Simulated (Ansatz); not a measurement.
Structures of B2W: which is lowest?

Plane-wave DFT in Ansatz with scalar-relativistic PAW potentials, cutoff 420 eV, Γ-centred meshes chosen by cell and gap, Gaussian smearing with energies taken to zero width. Every cell was relaxed (cell and atoms) in a run of its own, within the symmetry of its start. Functional: PBEsol.

Relaxed structures (starts from databases or built by putting these elements on another compound's sites):
A. P6/mmm, 3 atoms in the computed cell, a = 3.010 Å, c = 3.317 Å; sites (symmetry × multiplicity) B -6m2 × 2, W 6/mmm × 1; start: database
B. P6_3/mmc, 12 atoms in the computed cell, a = 3.000 Å, c = 13.942 Å; sites (symmetry × multiplicity) B -6m2 × 2 + -6m2 × 2 + 3m. × 4, W 3m. × 4; start: database

**Question.** Rank them by energy. Could pressure change the order?

**Answer.**
| structure | group | E − E(lowest) (meV/atom) | V (Å³/atom) | gap on mesh (eV) |
| --- | --- | --- | --- | --- |
| B | P6_3/mmc | 0.0 | 9.06 | 0.00 |
| A | P6/mmm | 249 | 8.67 | 0.00 |

B is lowest, 249 meV/atom under A. A is denser by 0.38 Å³/atom, so pressure favours it: ΔE/ΔV, with ΔE in eV and 1 eV/Å³ = 160.2 GPa, gives about 104 GPa for equal enthalpy if both cells were rigid; at such pressures compression changes ΔV much, so this is a scale only. Other structures may lie lower than all of these, and vibrations aren't counted.

Spin-orbit coupling is left out, which matters for the bands of heavy elements.